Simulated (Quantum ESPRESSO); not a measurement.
## Ge6BP (input and log of a self-consistent run)

A calculation, not a measurement. The program is pw.x of Quantum ESPRESSO 7.5 (plane-wave density functional theory). The cell is made up: 8 atoms on a zincblende/diamond lattice, with randomly drawn elements, strain and displacements, not relaxed. PseudoDojo standard norm-conserving files (v0.5 for PBE, v0.4.1 for LDA and PBEsol) set the functional; there is no spin polarisation, spin-orbit coupling or dispersion term, and the masses in the input are unused placeholders.

Input:

```
&control calculation='scf', pseudo_dir='./dojo.nc.sr.pbe.v0_5.standard.upf', outdir='./o', disk_io='medium', tprnfor=.true., tstress=.true. /
&system ibrav=0, nat=8, ntyp=3, nbnd=56, ecutwfc=77.98206166, nosym=.true., tot_charge=0,
 occupations='smearing', smearing='fd', degauss=0.0073498644
/
&electrons conv_thr=7.350e-09, electron_maxstep=60, /
ATOMIC_SPECIES
B 1.0 B.upf
Ge 1.0 Ge.upf
P 1.0 P.upf
CELL_PARAMETERS angstrom
5.8634 -0.0332 -0.0272
-0.0332 5.9608 0.0458
-0.0272 0.0458 5.8156
ATOMIC_POSITIONS angstrom
Ge -0.0228 -0.0029 0.0596
B -0.046 2.9389 2.9398
Ge 2.8181 -0.0686 3.0177
Ge 2.9189 2.978 0.0383
P 1.485 1.5059 1.4097
Ge 1.4466 4.5261 4.3443
Ge 4.3524 1.4903 4.3517
Ge 4.4513 4.4628 1.4766
K_POINTS automatic
6 6 6 1 1 1
```

The log is shortened where brackets say so; the opening notice, blank lines, dates and the lines on written files are dropped, and the path of the files is cut. It prints rydbergs, bohrs and kilobars, and counts compression as positive stress.

```
     Program PWSCF v.7.5
     Parallel version (MPI & OpenMP), running on       1 processor cores
     Number of MPI processes:                 1
     Threads/MPI process:                     1
     [start-up lines left out]
     bravais-lattice index     =            0
     lattice parameter (alat)  =      11.0805  a.u.
     unit-cell volume          =    1371.5005 (a.u.)^3
     number of atoms/cell      =            8
     number of atomic types    =            3
     number of electrons       =        92.00
     number of Kohn-Sham states=           56
     kinetic-energy cutoff     =      77.9821  Ry
     charge density cutoff     =     311.9282  Ry
     scf convergence threshold =      7.3E-09
     mixing beta               =       0.7000
     number of iterations used =            8  plain     mixing
     Exchange-correlation= PBE
                           (   1   4   3   4   0   0   0)
     [axes and pseudopotential details left out]
   Cartesian axes
     site n.     atom                  positions (alat units)
         1        Ge     tau(   1) = (  -0.0038884  -0.0004946   0.0101645  )
         2        B      tau(   2) = (  -0.0078451   0.5012145   0.5013680  )
         3        Ge     tau(   3) = (   0.4806127  -0.0116994   0.5146535  )
         4        Ge     tau(   4) = (   0.4978036   0.5078828   0.0065319  )
         5        P      tau(   5) = (   0.2532592   0.2568236   0.2404172  )
         6        Ge     tau(   6) = (   0.2467103   0.7719035   0.7408984  )
         7        Ge     tau(   7) = (   0.7422798   0.2541631   0.7421604  )
         8        Ge     tau(   8) = (   0.7591467   0.7611080   0.2518267  )
     number of k points=   108  Fermi-Dirac smearing, width (Ry)=  0.0073
     Number of k-points >= 100: set verbosity='high' to print them.
     Dense  grid:   127543 G-vectors     FFT dimensions: (  64,  64,  64)
     Estimated max dynamical RAM per process >     184.51 MB
     Initial potential from superposition of free atoms
     starting charge      91.9947, renormalised to      92.0000
     Starting wfcs are   62 randomized atomic wfcs
     total cpu time spent up to now is       53.9 secs
     per-process dynamical memory:   102.8 Mb
     Self-consistent Calculation
     iteration #  1     ecut=    77.98 Ry     beta= 0.70
     Davidson diagonalization with overlap
     ethr =  1.00E-02,  avg # of iterations =  3.1
     Threshold (ethr) on eigenvalues was too large:
     Diagonalizing with lowered threshold
     Davidson diagonalization with overlap
     ethr =  1.64E-04,  avg # of iterations =  5.8
     total cpu time spent up to now is      457.2 secs
     total energy              =   -1091.29292225 Ry
     estimated scf accuracy    <       0.15670818 Ry
     iteration #  2     ecut=    77.98 Ry     beta= 0.70
     Davidson diagonalization with overlap
     ethr =  1.70E-04,  avg # of iterations =  6.8
     total cpu time spent up to now is      659.8 secs
     total energy              =   -1091.27398942 Ry
     estimated scf accuracy    <       0.24285611 Ry
     iteration #  3     ecut=    77.98 Ry     beta= 0.70
     Davidson diagonalization with overlap
     ethr =  1.70E-04,  avg # of iterations =  3.9
     total cpu time spent up to now is      853.5 secs
     total energy              =   -1091.32842671 Ry
     estimated scf accuracy    <       0.02262583 Ry
     iteration #  4     ecut=    77.98 Ry     beta= 0.70
     Davidson diagonalization with overlap
     ethr =  2.46E-05,  avg # of iterations =  3.9
     total cpu time spent up to now is     1030.3 secs
     total energy              =   -1091.33129978 Ry
     estimated scf accuracy    <       0.00139683 Ry
     iteration #  5     ecut=    77.98 Ry     beta= 0.70
     Davidson diagonalization with overlap
     ethr =  1.52E-06,  avg # of iterations =  7.9
     total cpu time spent up to now is     1276.1 secs
     total energy              =   -1091.33162375 Ry
     estimated scf accuracy    <       0.00026632 Ry
     iteration #  6     ecut=    77.98 Ry     beta= 0.70
     Davidson diagonalization with overlap
     ethr =  2.89E-07,  avg # of iterations =  2.2
     total cpu time spent up to now is     1431.4 secs
     total energy              =   -1091.33168863 Ry
     estimated scf accuracy    <       0.00002578 Ry
     iteration #  7     ecut=    77.98 Ry     beta= 0.70
     Davidson diagonalization with overlap
     ethr =  2.80E-08,  avg # of iterations =  2.7
     total cpu time spent up to now is     1616.1 secs
     total energy              =   -1091.33169365 Ry
     estimated scf accuracy    <       0.00000520 Ry
     iteration #  8     ecut=    77.98 Ry     beta= 0.70
     Davidson diagonalization with overlap
     ethr =  5.65E-09,  avg # of iterations =  2.1
     total cpu time spent up to now is     1775.4 secs
     total energy              =   -1091.33169487 Ry
     estimated scf accuracy    <       0.00000033 Ry
     iteration #  9     ecut=    77.98 Ry     beta= 0.70
     Davidson diagonalization with overlap
     ethr =  3.60E-10,  avg # of iterations =  3.8
     total cpu time spent up to now is     1954.9 secs
     total energy              =   -1091.33169496 Ry
     estimated scf accuracy    <       0.00000003 Ry
     iteration # 10     ecut=    77.98 Ry     beta= 0.70
     Davidson diagonalization with overlap
     ethr =  2.80E-11,  avg # of iterations =  3.7
     total cpu time spent up to now is     2139.9 secs
     total energy              =   -1091.33169497 Ry
     estimated scf accuracy    <          7.9E-09 Ry
     iteration # 11     ecut=    77.98 Ry     beta= 0.70
     Davidson diagonalization with overlap
     ethr =  8.63E-12,  avg # of iterations =  2.7
     total cpu time spent up to now is     2305.8 secs
     End of self-consistent calculation
     Number of k-points >= 100: set verbosity='high' to print the bands.
     the Fermi energy is     6.4132 ev
!    total energy              =   -1091.33169497 Ry
     estimated scf accuracy    <          1.5E-09 Ry
     smearing contrib. (-TS)   =      -0.00215283 Ry
     internal energy E=F+TS    =   -1091.32954214 Ry
     The total energy is F=E-TS. E is the sum of the following terms:
     one-electron contribution =    -666.11986392 Ry
     hartree contribution      =     385.03357381 Ry
     xc contribution           =    -267.52077653 Ry
     ewald contribution        =    -542.72247550 Ry
     convergence has been achieved in  11 iterations
     Forces acting on atoms (cartesian axes, Ry/au):
     atom    1 type  2   force =     0.02707672    0.01694467   -0.02835320
     atom    2 type  1   force =    -0.00635009    0.01687495    0.00115751
     atom    3 type  2   force =     0.06342463    0.05034796   -0.07021986
     atom    4 type  2   force =     0.01025222   -0.00145856   -0.01003340
     atom    5 type  3   force =    -0.03674885    0.01304897    0.04811968
     atom    6 type  2   force =    -0.09287461   -0.08157731    0.02108811
     atom    7 type  2   force =     0.03388735    0.03716097   -0.03074153
     atom    8 type  2   force =     0.00133264   -0.05134163    0.06898269
     Total force =     0.210426     Total SCF correction =     0.000235
     Computing stress (Cartesian axis) and pressure
          total   stress  (Ry/bohr**3)                   (kbar)     P=      -75.44
  -0.00049934   0.00011708  -0.00004706          -73.46       17.22       -6.92
   0.00011708  -0.00056709  -0.00010894           17.22      -83.42      -16.03
  -0.00004706  -0.00010894  -0.00047209           -6.92      -16.03      -69.45
     init_run     :     45.96s CPU     53.85s WALL (       1 calls)
     electrons    :   2175.04s CPU   2251.88s WALL (       1 calls)
     forces       :     16.30s CPU     16.47s WALL (       1 calls)
     stress       :     73.95s CPU     74.18s WALL (       1 calls)
     [timing details left out]
     PWSCF        :  38m31.65s CPU  39m57.44s WALL
     JOB DONE.
```

In other units: free energy -14848.324 eV for the cell, pressure -7.54 GPa, largest force component 2.388 eV/Å. A rerun of this cell at 1347 eV and a 8 x 8 x 8 mesh moved values by no more than 0.003 eV in energy, 0.02 GPa in stress and 0.006 eV/Å in force.